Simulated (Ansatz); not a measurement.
The elements of this relaxed trial crystal are hidden behind letters.

```
lattice vectors (Å)
   3.2125    0.0000    0.0000
   0.0000    3.2125    0.0000
   0.0000    0.0000    9.7987
fractional positions
X 0.0000 0.0000 0.0000
Z 0.5000 0.5000 0.7265
Z 0.0000 0.0000 0.5000
Z 0.5000 0.5000 0.2735
```

The calculation used Ansatz, DFT PBE, scalar-relativistic, plane waves, PAW. Plane waves to 420 eV, a 14×14×6 mesh through Γ for the 4-atom cell and 0.10 eV Gaussian smearing; no spin polarisation.

```
Space group                                : P4/mmm (No. 123)
Conventional cell                          : a = 3.212 Å, c = 9.799 Å
Volume per atom                            : 25.28 Å³
Density                                    : 5.95 g/cm³
Formation energy                           : +0.09 eV/atom
Gap on the 14×14×6 mesh of the 4-atom cell : 0 eV (a metal)
```

Energies are uncorrected and count from the elements' standard states at the same level.

Task: X is a d-block element of period 5 and Z is a d-block element of period 5. Which elements are they?

Result: X = Y, Z = Zr, so the formula is YZr3. Density times volume gives a mean mass of 5.95 × 25.28/1.6605 = 90.6 u per atom, and this set has 90.6 u. Around Y lie 4 Y at 3.21 Å and 8 Zr at 3.51 Å; around Zr on a site of symmetry 4mm lie 8 Zr at 3.18–3.21 Å and 4 Y at 3.51 Å; around Zr on a site of symmetry 4/mmm lie 12 Zr at 3.18–3.21 Å. Other sets within the hints have nearly the same mass, so mass alone doesn't settle it; this one was computed.

A structure relaxed within its symmetry needn't be a true minimum.
